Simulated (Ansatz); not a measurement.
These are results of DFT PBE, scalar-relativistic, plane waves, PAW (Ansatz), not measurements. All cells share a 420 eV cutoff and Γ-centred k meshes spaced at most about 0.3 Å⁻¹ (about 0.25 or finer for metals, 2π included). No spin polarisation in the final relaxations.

All energies are static (0 K, no zero-point motion).

Compare these two cells of KRb2, each relaxed at this level.

A.

```xyz
3
Lattice="2.4823 1.4331 12.0372 -2.4823 1.4331 12.0372 0.0000 -2.8663 12.0372" Properties=species:S:1:pos:R:3 pbc="T T T"
K     0.0000    0.0000    0.0000
Rb    0.0000    0.0000    8.1029
Rb    0.0000    0.0000   28.0088
```

B.

```xyz
6
Lattice="7.9396 0.0000 0.0000 -3.9698 6.8759 0.0000 0.0000 0.0000 9.4460" Properties=species:S:1:pos:R:3 pbc="T T T"
K     0.0000    4.5839    2.3615
K     3.9698    2.2920    7.0845
Rb    0.0000    0.0000    0.0000
Rb    0.0000    0.0000    4.7230
Rb    0.0000    4.5839    7.0845
Rb    3.9698    2.2920    2.3615
```

Question: Which form is favoured at zero pressure, and by what margin per atom?

Answer: A is lower, by 8 meV/atom. A has space group R-3m (No. 166), 85.6 Å³/atom and no gap on its mesh; B has the Ni2In type, space group P6_3/mmc (No. 194), 85.9 Å³/atom and no gap. Counting all near atoms (those within 1.25 times the shortest distance at each site; a slash parts the counts of unlike sites), A has K 12, Rb 12 and B has K 11, Rb 11/14. In A, K is surrounded by 6 Rb at 4.87 Å and 6 K at 4.96 Å; around Rb lie 3 K at 4.87 Å and 9 Rb at 4.96–5.06 Å. In B, around K lie 5 Rb at 4.58–4.72 Å and 6 Rb at 5.16 Å; Rb on a site of symmetry -3m has 2 Rb at 4.72 Å, 6 K at 5.16 Å and 6 Rb at 5.16 Å; Rb on a site of symmetry -6m2 has 5 K at 4.58–4.72 Å and 6 Rb at 5.16 Å. Both come from invented guesses.

The k mesh leaves some 4 meV/atom of noise in the energy of each metallic cell. Cells relaxed within their symmetry can be saddle points.
